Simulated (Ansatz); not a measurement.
Pt:
```
Pt
1.0
    0.00000     1.94681     1.94681
    1.94681     0.00000     1.94681
    1.94681     1.94681     0.00000
Pt
1
Direct
  0.00000   0.00000   0.00000
```

Relaxed with LDA. Special points in fractions of this cell's reciprocal vectors: Γ (0.000, 0.000, 0.000); X (0.500, 0.000, 0.500); U (0.625, 0.250, 0.625); K (0.375, 0.375, 0.750); L (0.500, 0.500, 0.500); W (0.500, 0.250, 0.750).

### Question
List the band energies nearest the Fermi level at these points for DFT-LDA in the program Ansatz with PAW potentials.

### Answer
In eV from the Fermi level; about four levels below and three above (degenerate sets whole), none deeper than 8.9 eV; … stands for higher levels left out; points with the same levels are listed once.

```
k                          below           above
-  -----------------------------  --------------
Γ  -3.96 -3.96 -3.96 -1.69 -1.69               …
X                    -7.36 -6.89  0.03 0.51 0.51
U        -5.69 -2.99 -1.37 -0.19          5.72 …
L        -7.62 -4.02 -4.02 -0.60     0.05 0.05 …
W        -5.89 -4.75 -4.75 -2.10     0.52 7.15 …
```

Space group Fm-3m (fcc (Cu type)). The LDA relaxation kept the symmetry of its start. No spin polarisation was allowed. Scalar-relativistic: spin–orbit coupling is off unless named, which matters more the heavier the elements.

Potentials: the earlier of the program's two PAW sets.
